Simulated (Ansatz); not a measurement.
The relaxed structure here is a generated cell of HfN: the first start was made by a random draw of sites in a space group, and the end was not matched to a known phase here, so it may be hypothetical. Known forms of HfN include space group No. 225.

One starting cell of HfN (a randomly generated symmetric cell of HfN (space group No. 139)) was relaxed twice with Ansatz (plane waves, PAW, scalar-relativistic): with PBEsol at 420 eV and with PBE at 420 eV. The PBEsol result:

HfN is modelled in the tetragonal space group P4/mmm (No. 123), Pearson symbol tP2. Conventional cell: a = 3.202 Å, b = 3.202 Å, c = 3.970 Å, α = 90.00°, β = 90.00°, γ = 90.00°. Hf on 1a has 2 N at 1.985 Å (linear). N on 1b sees 2 Hf at 1.985 Å (linear). (Neighbours: up to the widest gap in distance over summed covalent radii, below 1.35, at either atom; cation-cation and far metal-metal contacts left out.)

```tsv
quantity	PBEsol	PBE
space group	P4/mmm	P4/mmm
volume (Å³/atom)	20.35	___
a (Å)	3.202	___
c (Å)	3.970	___
gap (eV, no spin-orbit coupling)	0.00	___
```

Problem. Fill in the PBE column.

Solution. 
- volume (Å³/atom), PBE: 22.02
- a (Å), PBE: 3.322
- c (Å), PBE: 3.992
- gap (eV, no spin-orbit coupling), PBE: 0.00

Both levels end in the same structure; PBE's volume is 8.2 % larger; so large a difference can point to a flat energy valley, in which neither volume is well fixed. Neither column is exact.

No spin polarisation in the result. The relaxed primitive cell holds an odd number of electrons. A magnetic state may lie lower.

The run could not lower the symmetry of its start; a shaken copy of this end point relaxes with PBEsol to Fm-3m (No. 225), 2.66 eV/atom lower.

Ansatz is a program for electronic structure.
